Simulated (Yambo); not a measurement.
```
CELL_PARAMETERS angstrom
      2.56460     1.48067     4.69462
     -2.56460     1.48067     4.69462
      0.00000    -2.96135     4.69462
ATOMIC_POSITIONS crystal
  O  0.22354 0.56323 0.94950
  O  0.77646 0.43677 0.05050
  O  0.56323 0.94950 0.22354
  O  0.43677 0.05050 0.77646
  O  0.94950 0.22354 0.56323
  O  0.05050 0.77646 0.43677
  Ti 0.85440 0.85440 0.85440
  Ti 0.14560 0.14560 0.14560
  Zn 0.63933 0.63933 0.63933
  Zn 0.36067 0.36067 0.36067
```

Response from Yambo on PBEsol (Quantum ESPRESSO, PseudoDojo norm-conserving, 84 Ry, scalar-relativistic) bands: 4×4×4 mesh, 111 bands, 3 Ry local-field block, 0.2 eV broadening.

Question: Give the static electronic dielectric constant without and with local fields along each axis.

Answer: 
| field along | ε(0), independent particles | ε(0), RPA with local fields | refractive index √ε |
|---|---|---|---|
| x | 6.48 | 6.15 | 2.48 |
| z | 5.53 | 4.98 | 2.23 |
Electronic (clamped-ion) response only. PBEsol gaps are usually too small, which raises these values. Convergence of the RPA response with its 4×4×4 mesh was not tested. x, y and z are Cartesian axes of the cell as given.

Geometry of the Materials Project entry, not relaxed at this level.

The structure is a Materials Project entry; no match was found in the copy of COD used, and its stability was not checked.
